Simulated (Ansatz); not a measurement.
# Cd₃HgTe₄ (P-4m2) at 2 levels of theory

One geometry, relaxed with PBE; plane waves with PAW potentials in Ansatz, scalar-relativistic. No spin polarisation. Gaps are the least over mesh and band path; pressure is positive in compression.

```cif
data_structure
_symmetry_space_group_name_H-M 'P 1'
_symmetry_Int_Tables_number 1
_cell_length_a 4.6874
_cell_length_b 4.6874
_cell_length_c 13.2426
_cell_angle_alpha 90.000
_cell_angle_beta 90.000
_cell_angle_gamma 90.000
_cell_volume 290.96
loop_
_atom_site_label
_atom_site_type_symbol
_atom_site_fract_x
_atom_site_fract_y
_atom_site_fract_z
_atom_site_occupancy
Cd1 Cd 0.00000 0.00000 0.74952 1
Cd2 Cd 0.00000 0.00000 0.25048 1
Cd3 Cd 0.50000 0.50000 0.50000 1
Hg1 Hg 0.50000 0.50000 0.00000 1
Te1 Te 0.50000 0.00000 0.87396 1
Te2 Te 0.00000 0.50000 0.12604 1
Te3 Te 0.50000 0.00000 0.37528 1
Te4 Te 0.00000 0.50000 0.62472 1
```

```
level  cutoff (eV)  k mesh  gap (eV)  pressure (GPa)
  PBE          420   8×8×4      0.18             0.0
```

Question: What comes out on the same cell with PBEsol?

Answer:
```
 level  cutoff (eV)  k mesh  gap (eV)  pressure (GPa)
PBEsol          420   8×8×4      0.09            -2.2
```

Spin-orbit coupling matters for the bands of heavy elements and is left out.

The structure comes from a generated guess; another structure or a mixture of phases may lie lower.
